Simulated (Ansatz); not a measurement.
**Band structure of As**

```
As
1.0
     1.87741    1.08392    3.70434
    -1.87741    1.08392    3.70434
     0.00000   -2.16785    3.70434
As
2
Direct
  0.22443 0.22443 0.22443
  0.77557 0.77557 0.77557
```

Atoms are numbered in the order listed.

Structure from Materials Project entry mp-11 (possibly hypothetical), not relaxed further.

These are results of DFT, PBEsol, all-electron LAPW, scalar-relativistic in Ansatz 0.2.0, not measurements.

The runs use a Γ-centred 12×12×12 k mesh, Fermi–Dirac smearing of 0.05 eV, basis error target 0.5 meV/atom, no spin polarisation.

Points in fractions of the reciprocal vectors of this cell: Γ (0, 0, 0), T (0.5, 0.5, 0.5), H2 (0.776, 0.224, 0.5), H0 (0.5, -0.224, 0.224), L (0.5, 0, 0), S0 (0.362, -0.362, 0), S2 (0.638, 0, 0.362), F (0.5, 0, 0.5). The path joins them by straight lines in the order Γ–T–H2–H0–L–Γ–S0–S2–F; legs that retrace an earlier one aren't tabulated. Energies are in eV from the Fermi level.

Is there a gap?

none: bands cross the Fermi level, a metal.

List the levels between -5 and 5 eV at the symmetry points.


Γ: -2.76, -1.93 (×2), 1.31, 2.63 (×2)
T: -1.73 (×2), -0.61, 0.99 (×2), 1.73
H2: -1.74, 1.15, 4.83
H0: -1.74, 1.15, 4.83
L: -3.20, -2.97, -0.72, -0.41, 0.24, 1.58
S0: -3.59, -3.52, 2.58, 3.05
S2: -3.59, -3.52, 2.58, 3.05
F: -4.15, -3.94, 1.31, 4.94
